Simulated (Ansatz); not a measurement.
ZrNi₂ (cubic Laves (MgCu2 type), Fd-3m) at seven volumes, plane-wave PAW r²SCAN (Ansatz code), scaled uniformly. One row is withheld.

```csv
V (Å³/atom),P (GPa)
12.529,20.80
12.942,12.73
13.355,5.86
13.768,0.00
14.181,?
14.594,-9.24
15.007,-12.85
```

**Question.** Fit the shown pressures and predict the withheld one.

**Answer.** P = (3/2)B₀(x^(7/2) − x^(5/2))[1 + (3/4)(B′ − 4)(x − 1)] with x = (V₀/V)^(2/3). Least squares on the six rows gives V₀ = 13.768 Å³/atom, B₀ = 180 GPa, B′ = 4.32. At V = 14.181, x = 0.9805 and P = -4.99 GPa. The run itself gave -4.99 GPa.

The workflow started from an entry of the Crystallography Open Database (COD). Its standing as an ambient phase is unchecked. Symmetry was held in the r²SCAN relaxation; whether a distortion lowers the energy is not shown. The workflow began spin-polarised and lost its moments.

Potentials: the later of the program's two PAW sets.
